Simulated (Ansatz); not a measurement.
Level of theory: Ansatz, DFT PBE, scalar-relativistic, plane waves, PAW. Cutoff 420 eV, Γ-centred meshes of about 0.25 Å⁻¹ or finer for metals and 0.3 Å⁻¹ for insulators (2π included), Gaussian smearing. No spin polarisation.

A search over trial structures of Be2S5 gave this relaxed cell.

```
CELL_PARAMETERS angstrom
6.93380 0.00000 0.00000
-3.46690 6.00485 0.00000
0.00000 0.00000 9.64625
ATOMIC_POSITIONS crystal
Be 0.00000 0.00000 0.99724
Be 0.49991 0.50009 0.99317
Be 0.00017 0.50009 0.99317
Be 0.49991 0.99983 0.99317
S 0.16659 0.83341 0.00052
S 0.16659 0.33317 0.00052
S 0.66683 0.83341 0.00052
S 0.66667 0.33333 0.98084
S 0.48940 0.51060 0.58298
S 0.17727 0.35454 0.49063
S 0.02120 0.51060 0.58298
S 0.48940 0.97880 0.58298
S 0.17727 0.82273 0.49063
S 0.64546 0.82273 0.49063
```

Wave vectors count in units of this cell's reciprocal vectors.

Question: Is it a true minimum?

Answer: No. The phonons at Γ go imaginary, to 58i cm⁻¹ at q = (0.00, 0.00, 0.00). With atoms moved at random and symmetry off, it falls by 11 meV/atom into P1 (No. 1). Conventional cell: a = 6.851 Å, b = 6.865 Å, c = 10.127 Å, α = 71.9°, β = 83.4°, γ = 60.3°. Be on its first site has 3 S at 2.00 Å; Be on its second site has 3 S at 2.00 Å; Be on its third site is surrounded by 3 S at 2.00 Å; around S on its first site lie 3 Be at 2.00 Å; 10 more sites not described.

```
Be S
1.0
     6.85106    0.00000    0.00000
     3.40449    5.96111    0.00000
     1.16554    2.96257    9.61378
Be S
4 10
Direct
  0.99945 0.04016 0.02056
  0.49964 0.53746 0.02114
  0.49781 0.04374 0.01350
  0.99914 0.54278 0.01046
  0.16289 0.22396 0.98357
  0.66801 0.19220 0.04692
  0.16662 0.69713 0.03798
  0.66336 0.71843 0.99541
  0.55856 0.73339 0.61745
  0.63585 0.61457 0.44273
  0.42854 0.46922 0.45396
  0.03389 0.88277 0.57390
  0.11120 0.76325 0.39949
  0.24172 0.02760 0.56294
```

No dispersion correction is applied, so the spacing and binding between layers, chains or molecules are poorly described.
